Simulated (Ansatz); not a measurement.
Two-dimensional strain map in CsH

Theory: DFT LDA, scalar-relativistic, plane waves, PAW (Ansatz 0.2.0). The runs took a 420 eV cutoff, a Γ-centred 8×8×8 mesh and Gaussian smearing (0.05 eV). No spin polarisation. Energies are free energies at this smearing, counted from the undisturbed cell; pressure is positive in compression.

The undisturbed cell (as given, not relaxed at this level; it stands at -1.3 GPa):

```
Cs H
1.0
     0.00000    3.18800    3.18800
     3.18800    0.00000    3.18800
     3.18800    3.18800    0.00000
Cs H
1 1
Direct
  0.00000 0.00000 0.00000
  0.50000 0.50000 0.50000
```

The cell is strained by p along both x and y and by q along z, fractional coordinates fixed. Points are written (p, q).

Energy above the undisturbed cell in meV/atom (a dash: not computed):

```
 p \ q  -0.080  -0.040  0.000  0.040  0.080
-0.080    -2.5       ?   -2.9    7.4   20.9
-0.040   -12.6   -17.5  -12.2   -0.9   13.7
 0.000       ?    -6.4    0.0   12.7   28.8
 0.040    20.5    18.1   26.1   40.5   58.3
 0.080       ?    50.8      ?   77.1   96.9
```

Question: Fill in the withheld energies.

Answer: (-0.080, -0.040): -7.6; (0.000, -0.080): -2.5; (0.080, -0.080): 51.4; (0.080, 0.000): 60.8.